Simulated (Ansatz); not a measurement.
**A plane-wave run on Ti6Si2Sn**

input.yaml (Ansatz 0.2.0)

```yaml
crystal:
  lattice:
    - [3.545443, 6.140885, 0.0]
    - [-3.545443, 6.140885, 0.0]
    - [0.0, 0.0, 3.47972]
  atoms:
    - { symbol: Si, position: [0.3333, 0.3334, 0.5] }
    - { symbol: Si, position: [0.6667, 0.6666, 0.5] }
    - { symbol: Ti, position: [0.5996, 0.4004, 0.0] }
    - { symbol: Ti, position: [0.4004, 0.0, 0.0] }
    - { symbol: Ti, position: [0.0, 0.5996, 0.0] }
    - { symbol: Ti, position: [0.2418, 0.7582, 0.5] }
    - { symbol: Ti, position: [0.7582, 0.0, 0.5] }
    - { symbol: Ti, position: [0.0, 0.2418, 0.5] }
    - { symbol: Sn, position: [0.0, 0.0, 0.0] }
  symmetry: { tolerance: 0.0003 }
kpoints:
  mp_grid: { grid: [6, 6, 10], shift: [0, 0, 0] }
  band_path:
    path:
      - [0.0, 0.0, 0.0]
      - [0.49999996, 0.50000001, 0.0]
      - [0.33333331, 0.66666672, 0.0]
      - [0.0, 0.0, 0.0]
      - [0.0, 0.0, 0.5]
      - [0.49999996, 0.50000001, 0.5]
      - [0.33333331, 0.66666672, 0.5]
      - [0.0, 0.0, 0.5]
      - [0.49999996, 0.50000001, 0.5]
      - [0.49999996, 0.50000001, 0.0]
      - [0.33333331, 0.66666672, 0.5]
    npoints: 6
magnetization:
  spin_polarized: false
scf:
  occupations: { method: gaussian, width: 0.112 }
  lower_state_search: "off"
  max_iter: 200
hamiltonian:
  pseudopotentials: { kind: paw }
  xc: pbe
basis:
  ecutwfc: 420
  fft_grid_basis: typed
output:
  forces: true
  stress: true
  eigenvalues: true
  bader: true
  populations: true
  elf: true
  write_potential: true
  volumetric_format: npy
  dos:
    e_range: [-12, 8]
    de: 0.05
    projected: { site_lists: { Si: [Si], Sn: [Sn], Ti: [Ti] } }
checkpoint:
  read: saved_state
```

The run starts from an earlier solution of this cell. 

Parts of the output:

```
Free energy (F): -22295.8920 eV
Harris-Foulkes:  -22295.8920 eV  (|F-HF|=3.33e-8)
Internal energy: -22295.8666 eV  (E = F + TS)
E sigma→0 (E₀):  -22295.8793 eV
Entropy (-TS):   -0.0254 eV (-2.824 meV/atom)
Fermi energy:    12.8934 eV
--- Per-component energies (eV) ---
  E_band       = -968.5011
  E_kinetic    = 1912.5301
  E_local      = -6897.7927  (includes V_loc(G=0)·N_el)
  E_nonlocal   = 67.9329
  E_hartree    = 3133.1708
  E_xc         = -1083.9171
  E_vxc        = -929.8326  (∫ρ·V_xc dr)
  E_paw        = -11449.0859  (= ΣΔE_a)
  E_vpaw       = -1387.6709  (= ΣTr[D̂ρ^β])
  E_aug_tail   = 0.0007  (compensation charges beyond the density's cutoff)
  E_ewald      = -7978.7056
  E_smearing   = -0.0254  (= −TS)
--- Forces (eV/Å), atoms counted from 1 ---
  atom   1  Si     0.0000     0.0000     0.0000
  atom   2  Si     0.0000     0.0000     0.0000
  atom   3  Ti    -0.8201     0.0000     0.0000
  atom   4  Ti     0.4101     0.7103     0.0000
  atom   5  Ti     0.4101    -0.7103     0.0000
  atom   6  Ti     4.7506     0.0000     0.0000
  atom   7  Ti    -2.3753    -4.1141     0.0000
  atom   8  Ti    -2.3753     4.1141     0.0000
  atom   9  Sn     0.0000     0.0000     0.0000
--- Stress (GPa, compression-positive) ---
        1.9887       0.0000       0.0000
        0.0000       1.9887       0.0000
        0.0000       0.0000      16.0824
  P = ⅓ Tr σ = 6.6866 GPa (66.866 kbar)
--- Bader charges: 9 sites ---
  site symbol  charge [e]  shift [e]
     0     Si     -1.7502     0.0065
     1     Si     -1.7501     0.0065
     2     Ti      1.0238     0.0035
     3     Ti      1.0238     0.0035
     4     Ti      1.0238     0.0035
     5     Ti      0.8333     0.0017
     6     Ti      0.8333     0.0017
     7     Ti      0.8333     0.0017
     8     Sn     -2.0710     0.0028
```

Origin: a known structure type with other elements, at an estimated volume, so it need not be a known compound. Caveats: atoms or cell far from equilibrium.
